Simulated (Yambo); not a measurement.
BSE-type run in Yambo on AgNO3 (space group R3m, No. 160), at finite momentum (a q point of the mesh, 0.80 1/Å).

Quantum ESPRESSO step (PBEsol, PseudoDojo standard norm-conserving files, scalar-relativistic):
```
&CONTROL
  calculation = 'nscf'
  pseudo_dir = './pseudo'
  outdir = './out'
/
&SYSTEM
  ibrav = 0
  nat = 5
  ntyp = 3
  ecutwfc = 84.0
  ecutrho = 336.0
  occupations = 'fixed'
  force_symmorphic = .true.
  nbnd = 49
/
&ELECTRONS
  conv_thr = 5e-09
  diago_full_acc = .true.
  diago_thr_init = 1e-08
/
ATOMIC_SPECIES
N 14.0070 N.upf
O 15.9990 O.upf
Ag 107.8682 Ag.upf
CELL_PARAMETERS angstrom
  2.575121748579   1.486747234738   2.783998804000
 -2.575121748579   1.486747234738   2.783998804000
  0.000000000000  -2.973494469477   2.783998804000
ATOMIC_POSITIONS crystal
N   0.575494552400   0.575494552400   0.575494552400
O   0.436169450800   0.436169450800   0.861404477100
O   0.861404477100   0.436169450800   0.436169450800
O   0.436169450800   0.861404477100   0.436169450800
Ag   0.992142068800   0.992142068800   0.992142068800
K_POINTS automatic
6 6 6 0 0 0
```

Yambo input:
```
rim_cut
optics
bse
bss
dipoles
em1s
RandQpts= 1000000
RandGvec= 1 Ry
FFTGvecs= 40 Ry
Chimod= "HARTREE"
BSKmod= "SEX"
BSEmod= "resonant"
BSSmod= "hs"
BSENGexx= 15 Ry
BSENGBlk= 3 Ry
% KfnQP_E
 2.48 | 1.0 | 1.0 |
%
% BSEQptR
 4 | 4 |
%
% BSEBands
 12 | 23 |
%
% BEnRange
 0.0 | 9.6 | eV
%
% BDmRange
 0.15 | 0.15 | eV
%
BEnSteps= 192
% BLongDir
 1.0 | 0.0 | 0.0 |
%
BSHayTrs= -0.02
BSSNEig= 24
WRbsWF
% BndsRnXs
 5 | 44 |
%
NGsBlkXs= 3 Ry
% LongDrXs
 1.0 | 1.0 | 1.0 |
%
```

From the report:

The dimension is k points × valence × conduction bands = 216 × 10 × 2 = 4320.
```
   [SLEPC] Approach                          : Krylov-Schur
   [SLEPC] Number of requested eigenvalues   :  24
   [SLEPC] Number of eigenvalues        [NEV]:  24
    [K] Dimension                                    :   4320
    [K] Bands                                        :  12  23
    [K] Exchange res                                 : yes
    [K] Correlation res                              : yes
    [K] W interaction is bare                        : no
    [K] RL vectors exchange                          :   439
    [K] RL vectors correlation                       :   39
    [W] Matrix size                                  :   39
    [W] Bands                                        :    5   44
    [W] Coulomb Cutoff                               : none
    [W] Hxc Kernel                                   : HARTREE
```
Lowest eigenvalues (eV; in brackets the number of states within 2 meV): 2.56 (1), 3.48 (1), 3.73 (1), 3.86 (1), 3.87 (1), 3.90 (1). They depend on the mesh, which isn't converged, and on the G0W0 scissor.

Spin-orbit coupling is not included.

Geometry relaxed with PBE+D3(BJ).
